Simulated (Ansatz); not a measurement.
Level of theory: DFT PBE, scalar-relativistic, plane waves, PAW in Ansatz 0.2.0. Cutoff 420 eV, Γ-centred meshes of about 0.25 Å⁻¹ or finer for metals and 0.3 Å⁻¹ for insulators (2π included), Gaussian smearing. No spin polarisation.

These relaxed cells of Ti2RuC3 all derive from the rock-salt structure, more or less distorted, and differ in how Ti and Ru are arranged on its sites.

Cell 1.

Space group Immm (No. 71). a = 3.089 Å, b = 4.338 Å, c = 8.963 Å, α = 90.00°, β = 90.00°, γ = 90.00°
| atom | site | symmetry | x | y | z |
| --- | --- | --- | --- | --- | --- |
| Ti | 4i | mm2 | 0.5000 | 0.5000 | 0.8319 |
| Ru | 2a | mmm | 0.0000 | 0.0000 | 0.0000 |
| C | 4j | mm2 | 0.0000 | 0.5000 | 0.6688 |
| C | 2d | mmm | 0.0000 | 0.5000 | 0.0000 |

Cell 2.

Space group P2_1/m (No. 11). a = 5.282 Å, b = 3.146 Å, c = 7.286 Å, α = 90.00°, β = 90.82°, γ = 90.00°
```tsv
atom	site	symmetry	x	y	z
Ti	2e	m	0.9204	0.2500	0.6675
Ti	2e	m	0.4238	0.7500	0.6788
Ru	2e	m	0.2169	0.2500	0.0026
C	2e	m	0.2518	0.2500	0.4977
C	2e	m	0.9117	0.2500	0.1696
C	2e	m	0.4137	0.7500	0.1491
```

Cell 3.

Space group I4/mmm (No. 139). a = 3.055 Å, b = 3.055 Å, c = 12.896 Å, α = 90.00°, β = 90.00°, γ = 90.00°
```
atom  site  symmetry       x       y       z
  Ti    4e       4mm  0.5000  0.5000  0.1676
  Ru    2a     4/mmm  0.0000  0.0000  0.0000
   C    4e       4mm  0.5000  0.5000  0.3333
   C    2b     4/mmm  0.5000  0.5000  0.0000
```

**Question.** Which ordering is lowest in energy, and how far above it lie the others?

**Answer.** Cell 2 (P2_1/m) is lowest; cell 1 (Immm) lies 18 meV/atom higher and cell 3 (I4/mmm) lies 34 meV/atom higher. Cell 2, 10.1 Å³/atom, no gap on its mesh: around Ti on its first site lie 6 C at 2.15–2.23 Å and 3 Ru at 2.88–2.97 Å; Ti on its second site has 6 C at 2.10–2.24 Å, 3 Ru at 2.98–3.05 Å and 9 Ti at 3.06–3.16 Å; Ru has 6 C at 2.03–2.26 Å, 2 Ru at 2.78 Å and 6 Ti at 2.88–3.05 Å; C on its first site has 6 Ti at 2.16–2.24 Å; 2 more sites not described. Cell 1, 10.0 Å³/atom, no gap on its mesh: Ti is surrounded by 6 C at 2.13–2.17 Å, 5 Ru at 2.97–3.06 Å and 7 Ti at 3.01–3.09 Å; Ru has 6 C at 2.16–2.17 Å and 10 Ti at 2.97–3.06 Å; C on a site of symmetry mm2 has 4 Ti at 2.13–2.17 Å and 2 Ru at 2.16 Å; C on a site of symmetry mmm has 4 Ti at 2.16 Å and 2 Ru at 2.17 Å. Cell 3, 10.0 Å³/atom, no gap on its mesh: Ti has 6 C at 2.14–2.16 Å, 8 Ti at 3.03–3.05 Å and 4 Ru at 3.06 Å; Ru has 6 C at 2.15–2.16 Å, 4 Ru at 3.05 Å and 8 Ti at 3.06 Å; C on a site of symmetry 4mm is surrounded by 5 Ti at 2.14–2.16 Å and 1 Ru at 2.15 Å; around C on a site of symmetry 4/mmm lie 4 Ru at 2.16 Å and 2 Ti at 2.16 Å.

For metals, differences of a few meV/atom aren't resolved. Trial moments fell under 0.15 μB along the way in Immm and I4/mmm; another start might hold them. With atoms moved at random, cell 2 came back. Cell 1 and cell 3 had no clear such test and can be saddle points. Other orderings may lie lower. Some candidate types were left out of the draw beforehand, so a known form may be missing.
